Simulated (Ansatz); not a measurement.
The start is a randomly generated symmetric cell of TiC (space group No. 99). A full variable-cell relaxation at zero pressure is run with r2SCAN (plane waves to 500 eV, PAW, scalar-relativistic; Ansatz, an electronic-structure program). The first steps use a coarse 10×10×6 k-mesh.

Input geometry:
```
TiC
1.0
    2.30975     0.00000     0.00000
    0.00000     2.30975     0.00000
    0.00000     0.00000     4.23434
C Ti
1 1
Cartesian
  1.15487   1.15487   3.07502
  1.15487   1.15487   1.44044
```

- Energy released: about 1.2 eV/atom
- Volume change: +21.1 %, from 11.29 to 13.68 Å³/atom
- Shortest distances (start → end): The closest pairs of elements (up to four, under 3.6 Å), start → end: C–Ti 1.63 → 2.08 Å; C–C 2.31 → 2.56 Å; Ti–Ti 2.31 → 2.56 Å
- Band gap at the end: zero (metallic)
- Optimiser moves: 10

Relaxed structure:

Space group P4/mmm (No. 123); a = b = 2.564 Å, c = 4.163 Å, α = β = γ = 90.00°

| atom | site | symmetry | x | y | z |
|---|---|---|---|---|---|
| C | 1d | 4/mmm | 0.5000 | 0.5000 | 0.5000 |
| Ti | 1c | 4/mmm | 0.5000 | 0.5000 | 0.0000 |

Final values are on a 18×18×11 k-mesh of the relaxed cell. The start holds a very short contact (C–Ti 1.63 Å). No spin polarisation in the result.

The run could not lose the symmetry of its start, so the end can be a saddle point.

The relaxed structure here is a generated cell of TiC: the first start was made by a random draw of sites in a space group, and the end was not matched to a known phase here, so it may be hypothetical. Known forms of TiC include space group No. 225.
